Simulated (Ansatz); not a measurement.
Space group P3m1 (No. 156). a = 4.155 Å, b = 4.155 Å, c = 10.190 Å, α = 90.00°, β = 90.00°, γ = 120.00°
```json
{"atom": "Al", "site": "1a", "symmetry": "3m.", "x": "0.0000", "y": "0.0000", "z": "0.0068"}
{"atom": "Al", "site": "1c", "symmetry": "3m.", "x": "0.6667", "y": "0.3333", "z": "0.3272"}
{"atom": "In", "site": "1b", "symmetry": "3m.", "x": "0.3333", "y": "0.6667", "z": "0.6650"}
{"atom": "As", "site": "1a", "symmetry": "3m.", "x": "0.0000", "y": "0.0000", "z": "0.7648"}
{"atom": "As", "site": "1b", "symmetry": "3m.", "x": "0.3333", "y": "0.6667", "z": "0.4030"}
{"atom": "As", "site": "1c", "symmetry": "3m.", "x": "0.6667", "y": "0.3333", "z": "0.0832"}
```

Equation of state of this Al2InAs3 structure (not necessarily the ground state), with shape and atoms relaxed at each volume where symmetry leaves them free. Method: DFT PBE, scalar-relativistic, plane waves, PAW (Ansatz 0.2.0).

Plane waves to 420 eV, a k mesh through Γ of 6×6×4 on the computed 6-atom cell and Gaussian smearing (0.02 eV); no spin polarisation.

```json
{"V (Å³/atom)": "22.349", "E − E(largest V) (meV/atom)": "46.11", "P (GPa)": "10.16", "gap on mesh (eV)": "0.87"}
{"V (Å³/atom)": "23.111", "E − E(largest V) (meV/atom)": "5.58", "P (GPa)": "6.97", "gap on mesh (eV)": "0.98"}
{"V (Å³/atom)": "23.873", "E − E(largest V) (meV/atom)": "-20.92", "P (GPa)": "4.25", "gap on mesh (eV)": "1.00"}
{"V (Å³/atom)": "24.635", "E − E(largest V) (meV/atom)": "-35.52", "P (GPa)": "1.95", "gap on mesh (eV)": "0.82"}
{"V (Å³/atom)": "25.397", "E − E(largest V) (meV/atom)": "-40.01", "P (GPa)": "-0.01", "gap on mesh (eV)": "0.65"}
{"V (Å³/atom)": "26.159", "E − E(largest V) (meV/atom)": "-35.92", "P (GPa)": "-1.67", "gap on mesh (eV)": "0.48"}
{"V (Å³/atom)": "26.921", "E − E(largest V) (meV/atom)": "-24.56", "P (GPa)": "-3.07", "gap on mesh (eV)": "0.32"}
{"V (Å³/atom)": "27.937", "E − E(largest V) (meV/atom)": "0.00", "P (GPa)": "-4.62", "gap on mesh (eV)": "0.12"}
```

Fit a third-order Birch–Murnaghan equation, E = E0 + (9V0B0/16)·[(x − 1)³B0' + (x − 1)²(6 − 4x)] with x = (V0/V)^(2/3), to E(V).

V0 = 25.39 Å³/atom, B0 = 60 GPa, B0' = 4.4.

The cell was found from a structure generator's guess, not taken from experiment.
